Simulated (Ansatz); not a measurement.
input.yaml (Ansatz 0.2.0):

```yaml
crystal:
  lattice:
    - [0.0, 3.5607539698, 3.5607539698]
    - [3.5607539698, 0.0, 3.5607539698]
    - [3.5607539698, 3.5607539698, 0.0]
  atoms:
    - { symbol: Bi, position: [-0.0280839398, 0.0280839398, 0.0280839398] }
    - { symbol: Te, position: [0.25, 0.25, 0.25] }
basis:
  ecutwfc: 420
  ecutrho_ratio: 4
kpoints:
  mp_grid: { grid: [8, 8, 8] }
hamiltonian:
  xc: pbesol
scf:
  occupations: { method: gaussian, width: 0.05 }
output:
  forces: true
  stress: true
  eigenvalues: true
```

The start was a prototype's sites filled with these elements. The Crystallography Open Database lists the compound in space groups P-3m1, Fm-3m (rock salt), so this is a trial structure.

The output:

```
Pseudopotentials: kind: paw
Pseudopotential: Bi, paw, valence charge 15, recommended cutoff 420 eV (normal), Bi.paw.azcp
Pseudopotential: Te, paw, valence charge 16, recommended cutoff 420 eV (normal), Te.paw.azcp
Crystal: 2 atoms, lattice volume = 90.293 Å³
Basis set: ecut = 420 eV, 1807 PW (Γ), exchange–correlation on 72×72×72 points (8 copies of the dense FFT grid, shifted against one another)
Bands: 20, of which v1, the nominal top of the filled ones, is band 16 counted from 1 (15 counted from 0)
Symmetry: 4 space group operations
Space group: Imm2 (ITA 44), of the structure as read, at distance tolerance 4.5e-5 Å
k-points: 95 of 512 (time reversal used)
Initial density: superposition of atomic densities (neutral atoms: chi_scale 0, normalization atom), corrected by the library's trained network
Initial wavefunctions: pseudopotential atomic-orbital guess
Functional: x = pbesol(κ = 0.804, μ = 0.12346), c = pbesol(β = 0.046)
```

```
SCF iter   1: F=—  HF=-19142.957181 eV  |F-HF|=—  |Δ(HF+E_count)|=         —  Δρ=1.84e-3  dr2=5.46e-3  ethr=1.77e-3  ⟨swp⟩=6.9  Hψ=10210  notcnv=0
SCF iter   2: F=—  HF=-19142.955845 eV  |F-HF|=—  |Δ(HF+E_count)|=   1.34e-3  Δρ=6.64e-4  dr2=9.34e-4  ethr=1.76e-5  ⟨swp⟩=2.1  Hψ=4045  notcnv=0  defer=25
SCF iter   3: F=—  HF=-19142.955975 eV  |F-HF|=—  |Δ(HF+E_count)|=   1.31e-4  Δρ=4.64e-4  dr2=3.38e-4  ethr=3.01e-6  ⟨swp⟩=2.0  Hψ=2881  notcnv=0  defer=25
SCF iter   4: F=—  HF=-19142.955892 eV  |F-HF|=—  |Δ(HF+E_count)|=   8.32e-5  Δρ=1.60e-4  dr2=2.89e-5  ethr=1.09e-6  ⟨swp⟩=2.0  Hψ=3356  notcnv=0  defer=25
SCF iter   5: F=—  HF=-19142.955897 eV  |F-HF|=—  |Δ(HF+E_count)|=   4.50e-6  Δρ=2.63e-5  dr2=6.42e-7  ethr=9.31e-8  ⟨swp⟩=2.0  Hψ=3357  notcnv=0  defer=25
SCF iter   6: F=—  HF=-19142.955897 eV  |F-HF|=—  |Δ(HF+E_count)|=   7.96e-7  Δρ=1.12e-5  dr2=1.05e-7  ethr=3.23e-10  ⟨swp⟩=8.7  Hψ=10726  notcnv=0
SCF iter   7: F=-19142.955897 eV  HF=-19142.955897 eV  |F-HF|=1.08e-9  |Δ(HF+E_count)|=   1.18e-8  Δρ=3.44e-6  dr2=1.53e-8  ethr=3.23e-10  ⟨swp⟩=5.1  Hψ=6862  notcnv=0
```

```
SCF 1 converged in 7 iterations: F = -19142.955897 eV  dr2 = 1.53e-8
SCF converged after 7 iterations
Free energy (F): -19142.955897 eV
E sigma→0 (E₀):  -19142.953719 eV
Entropy (-TS):   -0.004357 eV (-2.178 meV/atom)
Fermi energy:    6.436845 eV
--- Per-component energies (eV) ---
  E_band       = -473.058939
  E_kinetic    = 482.302280
  E_local      = -3500.034377  (includes V_loc(G=0)·N_el)
  E_nonlocal   = 254.084919
  E_hartree    = 1602.105256
  E_xc         = -273.005690
  E_vxc        = -247.277244  (∫ρ·V_xc dr)
  E_paw        = -15093.311667  (= ΣΔE_a)
  E_vpaw       = -666.343909  (= ΣTr[D̂ρ^β])
  E_aug_tail   = -0.000621  (compensation charges beyond the density's cutoff)
  E_ewald      = -2615.556209
  E_core_change = 0.464567  (= ΣΔE_core)
  E_smearing   = -0.004357  (= −TS)
--- Forces (eV/Å), atoms counted from 1 ---
  atom   1  Bi    -0.37323666     0.00000000     0.00000000
  atom   2  Te     0.37323023     0.00000000     0.00000000
--- Stress (GPa, compression-positive) ---
        0.209386       0.000000       0.000000
        0.000000       0.193134       0.908566
        0.000000       0.908566       0.193134
  P = ⅓ Tr σ = 0.1986 GPa (1.986 kbar)
```

In short (PBEsol): pressure 0.2 GPa, gap on the mesh zero (metallic), largest force component 0.373 eV/Å.

Total energies depend on the potentials used, so only differences within one code and one set of settings carry meaning.

No spin–orbit coupling, a notable omission for heavy elements. The cell is a metal with an odd number of electrons, and spin polarisation wasn't tried.
